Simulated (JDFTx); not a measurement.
Reference run:

```json
{
 "surface": "Mo(110)",
 "bulk": "Mo, Im-3m, lattice of mp-129 (not re-optimised)",
 "slab": "4 atoms in 4 planes, 1x1, 6.7 Å between the outermost planes",
 "in-plane cell": "3.168 × 2.743 Å, 7.09 Å²",
 "cell_height": "22.7 Å",
 "sampling": "10×10×1 k mesh, Fermi smearing 0.01 Ha, no spin polarisation"
}
```

Reference level: PBE, GBRV ultrasoft potentials, plane waves to 20/100 Ha, in JDFTx (a modified build). Unrelaxed; liquid: linear PCM (GLSSA13), water, 1 M NaCl. U vs SHE = −μ/e − 4.44 V throughout (conventional absolute potential of the hydrogen electrode). LDA and PBEsol take their own potentials, PW91 and RPBE those of PBE; the lattice is kept.

```
functional  work function (eV)  U_pzc (V)  mean C below U_pzc (μF/cm²)  k states × plane waves  cycles, vacuum run  rough core time, vacuum run
----------  ------------------  ---------  ---------------------------  ----------------------  ------------------  ---------------------------
LDA                       4.99       0.20                17 over 0.5 V               31 × 4642                  18                        6 min
PBE                          …          …                19 over 0.5 V               31 × 4642                  19                        6 min
PBEsol                    4.81       0.01                19 over 0.5 V               31 × 4642                  18                        8 min
PW91                      4.73      -0.07                19 over 0.5 V               31 × 4642                  20                       10 min
RPBE                      4.57      -0.27                20 over 0.5 V               31 × 4642                  20                       10 min
```

Q: Complete the blanks.

A: 
- PBE, work function (eV): 4.71
- PBE, U_pzc (V): -0.11

The times are rough (shared hosts); only ratios past two mean anything.
